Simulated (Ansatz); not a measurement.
## A change and its effect: LaS (Fm-3m)

```
La S
1.0
     0.00000    2.92305    2.92305
     2.92305    0.00000    2.92305
     2.92305    2.92305    0.00000
La S
1 1
Cartesian
  0.0000 0.0000 0.0000
  2.9230 2.9230 2.9230
```

The cell was relaxed at 2 GPa.

Unless marked otherwise, the numbers come from r²SCAN, PAW on Ansatz 0.2.0's default frozen-core files (fitted under PBE), scalar-relativistic. k mesh 14×14×14, strains of ±0.008, Fermi-Dirac smearing of 0.100 eV, cutoff 500 eV. The cell was relaxed by PAW under this functional.

With these settings the run gives C11 = 221.0, C44 = 23.0 GPa and B_V = 92.5 GPa (relaxed ions).

Task: The run is repeated in the same cell with scf.occupations.method from fermi_dirac to gaussian; scf.occupations.width from 0.1 to 0.01. What moves, and by how much?

Result: C11: -2.34 %; C44: -38.56 %; B_V: +0.27 %.

Keep in mind: frozen-core PAW files fitted under PBE, their cores solved anew for the functional of the run; responses of metals move with mesh and smearing.
